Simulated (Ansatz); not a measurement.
# YTe under pressure: fit and missing row

YTe, P-6m2, a = 4.048 Å, c = 3.997 Å. The structure is a Materials Project entry; whether it is the stable form wasn't checked. Ansatz: PBEsol, PAW, 420 eV, Γ-centred 12×12×10 mesh on 2 atoms, Gaussian smearing 0.10 eV; collinear spin, largest moment 0.3 μB. Cell and atoms are relaxed at each pressure, and no other structure is tried, so the rows at high pressure may lie past a change of phase.

| V (Å³/atom) | P (GPa) |
| --- | --- |
| ? | 25.00 |
| 24.652 | 12.00 |
| 26.814 | 4.03 |
| 27.931 | 1.00 |
| 28.358 | -0.01 |
| 28.813 | -1.00 |

Q: Take V0 = 28.358 Å³/atom, count pressures from its P0 = -0.01 GPa, fit the third-order Birch–Murnaghan form to the other rows, and predict the missing volume.

A: With the Eulerian strain f = ½[(V0/V)^(2/3) − 1] and y = (P − P0)/[3f(1 + 2f)^(5/2)], the form is the line y = B0 + 1.5 B0 (B0′ − 4) f. Rows (f, y): 0.04893, 64.8; 0.01901, 64.5; 0.00508, 64.6; -0.00528, 64.2. Means f = 0.01693, y = 64.525; Σ(Δf)² = 0.001662, ΣΔfΔy = 0.01508; the slope is their ratio. y = 64.37 + 9.072 f GPa, so B0 = 64.4 GPa and B0′ = 4 + 2 × (9.072)/(3 × 64.37) = 4.09. P = 25.00 GPa is met at f = 0.08604 (y = 65.15), so V = V0 (1 + 2f)^(−3/2) = 22.348 Å³/atom. The run gave 22.334 Å³/atom, so the fit is 0.014 Å³/atom too high, a small miss on the scale of the series. The form still works here, 100 % of the fitted range beyond its end.

The mesh isn't the same in all rows (12×12×10, 15×15×12).